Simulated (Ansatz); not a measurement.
Crystals of one structure type (CsCl type) and one family of elements, relaxed and computed with the program Ansatz at the PBEsol level (PAW).

```
crystal  V (Å³/atom)  B₀ by P(V) fit (GPa)
-------  -----------  --------------------
ScZn           17.99                  83.5
LuZn           20.18                     ?
YZn            21.82                  66.3
LaZn           25.10                  52.8
LaHg           28.24                  57.2
```

Question: Fit a straight line to ln B₀ against ln V and predict the withheld value.

Answer: Least squares on the 4 shown rows: ln B₀ = -0.95 × ln V + (7.135), with a scatter of 7 %. For LuZn this gives 72.3. The run itself gave 74.7, within the scatter.

Standing as an ambient phase not checked: ScZn, CsCl type; LuZn, CsCl type; YZn, CsCl type; LaZn, CsCl type; LaHg, CsCl type. All cells were relaxed under the symmetry of their starts (and spin orders); stability against distortions was not tested throughout. Rows with no word on spin ran without spin polarisation. Spin–orbit coupling is left out wherever it is not named.

Potentials: the later of the program's two PAW sets.
